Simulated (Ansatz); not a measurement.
Method: PBE, no spin polarisation; PAW, plane waves to 420 eV, 7×7×7 Γ-centred mesh, fermi-dirac occupations (width 0.1 eV) (Ansatz 0.2.0), atoms fixed.

Computed maps in the lattice plane spanned by a (left to right, 4.76 Å, 14 points from zero) and b (bottom to top, 4.76 Å, 14 points from zero), 90° apart, at height 0.000 along c. The fields are smooth PAW ones with compensation charges, not the true ones near nuclei.

Valence density. Digits on a logarithmic scale: 0 up to 0.03 e/Å³, each further digit a factor of 1.6, 9 from 1.3 e/Å³ up:
```
22236999996322
22235799975322
43323567653233
76533344433356
99753333333579
99964333334699
89974333334799
99964333334699
99753333333579
76533344433356
43323567653233
22235799975322
22236999996322
22247998997422
```

ELF. Ten even steps from '0' (0.01) to '9' (0.86):
```
33106984896013
11102899982011
10000267620000
76200111110026
99821344431289
48961478741698
04971489841794
48961478741698
99821344431289
76200111110026
10000267620000
11102899982011
33106984896013
43117940497113
```

**Question.** The cell is Sr2Ag. Which atoms lie within 0.2 Å of this plane, and where (fractions of a and b)?

**Answer.** Sr at (0.50, 0.00), Sr at (0.00, 0.50). The whole cell:
```xyz
6
Lattice="0.0000 4.7650 0.0000 4.7650 0.0000 0.0000 2.3825 2.3825 -8.4077" Properties=species:S:1:pos:R:3 pbc="T T T"
Sr    0.0000    2.3825    0.0000
Sr    2.3825    0.0000    0.0000
Sr    2.3825    2.3825   -2.8754
Sr    4.7650    4.7650   -5.5323
Ag    2.3825    2.3825   -6.0872
Ag    4.7650    4.7650   -2.3205
```

Origin: a known structure type with other elements, at an estimated volume, so it need not be a known compound.
